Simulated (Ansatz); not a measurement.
YGe:
Space group Cmcm (No. 63); a = 4.2844 Å, b = 10.7315 Å, c = 3.9548 Å, α = 90.00°, β = 90.00°, γ = 90.00°

```csv
atom,site,symmetry,x,y,z
Y,4c,m2m,0.0000,0.1385,0.7500
Ge,4c,m2m,0.0000,0.5847,0.2500
```
(The calculation used a cell of 4 atoms; values per cell refer to that cell.)

Relaxed at zero pressure with r²SCAN in the plane-wave PAW code Ansatz.

Question: The volume is raised by 6 % and shape and atoms relax at that volume. What pressure results, and how do the axes share the change?

Answer: -4.3 GPa; a 1.4 %, b 2.1 %, c 2.4 %; the energy rises by 19 meV/atom.

Question: Give the new structure.

Answer: 
Space group Cmcm (No. 63); a = 4.3459 Å, b = 10.9561 Å, c = 4.0481 Å, α = β = γ = 90.00°

```
atom  site  symmetry       x       y       z
----  ----  --------  ------  ------  ------
Y       4c       m2m  0.0000  0.1375  0.7500
Ge      4c       m2m  0.0000  0.5858  0.2500
```

The phase is kept; no other phase was compared at this pressure.

The first step of the workflow began from a Materials Project structure, measured or hypothetical; the Crystallography Open Database copy checked does not list it. Whether it is the stable phase at ambient conditions was not checked. Symmetry was held in the r²SCAN relaxation; its stability against distortions is not shown here. The run is not spin-polarised.

Potentials: the later of the program's two PAW sets.
